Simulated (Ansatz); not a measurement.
Starting structure of a cell relaxation (symmetry kept):

```cif
data_structure
_symmetry_space_group_name_H-M 'P 1'
_symmetry_Int_Tables_number 1
_cell_length_a 5.0105
_cell_length_b 5.0105
_cell_length_c 3.0142
_cell_angle_alpha 90.000
_cell_angle_beta 90.000
_cell_angle_gamma 108.702
_cell_volume 71.68
loop_
_atom_site_label
_atom_site_type_symbol
_atom_site_fract_x
_atom_site_fract_y
_atom_site_fract_z
_atom_site_occupancy
Ti1 Ti 0.00000 0.00000 0.50000 1
Ti2 Ti 0.50000 0.00000 0.00000 1
Ti3 Ti 0.00000 0.50000 0.00000 1
O1 O 0.76500 0.76500 0.00000 1
O2 O 0.25713 0.74287 0.50000 1
O3 O 0.23500 0.23500 0.00000 1
O4 O 0.74287 0.25713 0.50000 1
```

Level of theory: Ansatz, DFT r2SCAN, scalar-relativistic, plane waves, PAW.

Cutoff 500 eV; k points 8×8×12 on the computed 7-atom cell (Γ-centred); Gaussian smearing, width 0.10 eV; collinear spin from starting moments -0.05 0.19 0.19 0 0.01 0 0.01 μB.

Task: What does it relax to?

Result: The volume drops by 0.06 Å³/atom to 10.17 Å³/atom, and the energy falls by 0.4 meV/atom. The cell ends with a moment of 0.00 μB (only this magnetic start was tried). Final structure:
```cif
data_structure
_symmetry_space_group_name_H-M 'P 1'
_symmetry_Int_Tables_number 1
_cell_length_a 5.0042
_cell_length_b 5.0042
_cell_length_c 2.9989
_cell_angle_alpha 90.000
_cell_angle_beta 90.000
_cell_angle_gamma 108.485
_cell_volume 71.22
loop_
_atom_site_label
_atom_site_type_symbol
_atom_site_fract_x
_atom_site_fract_y
_atom_site_fract_z
_atom_site_occupancy
Ti1 Ti 0.00000 0.00000 0.50000 1
Ti2 Ti 0.50000 0.00000 0.00000 1
Ti3 Ti 0.00000 0.50000 0.00000 1
O1 O 0.76538 0.76538 0.00000 1
O2 O 0.25732 0.74268 0.50000 1
O3 O 0.23462 0.23462 0.00000 1
O4 O 0.74268 0.25732 0.50000 1
```